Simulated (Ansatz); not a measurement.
All-electron LAPW in Ansatz 0.2.0 under LDA, scalar-relativistic, energies extrapolated to zero smearing. Slabs are 1×1 cells cut from bulk crystals relaxed on PAW files, with atoms then relaxed, 16 to 20 Å of vacuum, a dipole correction, k spacings of 0.16 to 0.26 Å⁻¹ and smearing of 0.02 to 0.1 eV, without spin–orbit coupling or spin polarisation. The bulk type named needn't be the stable one, and no reconstruction is allowed.

```json
{"slab": "hcp Hf (10-10), 2 layers", "area (Å²)": "15.41", "γ (J/m²)": "?", "Φ (eV)": "4.43", "Δd12 (%)": "-15.3"}
{"slab": "hcp Hf (10-10), 6 layers", "area (Å²)": "15.41", "γ (J/m²)": "2.06", "Φ (eV)": "4.12", "Δd12 (%)": "-2.0"}
{"slab": "hcp Hf (0001), 4 layers", "area (Å²)": "8.42", "γ (J/m²)": "1.95", "Φ (eV)": "4.58", "Δd12 (%)": "-6.3"}
{"slab": "hcp Hf (0001), 5 layers", "area (Å²)": "8.42", "γ (J/m²)": "1.94", "Φ (eV)": "?", "Δd12 (%)": "-6.3"}
```

(1) Give the missing entry: row "hcp Hf (10-10), 2 layers", column "γ (J/m²)".

(2) Give the missing entry: row "hcp Hf (0001), 5 layers", column "Φ (eV)".

Results:

(1) 2.39.

(2) 4.60.
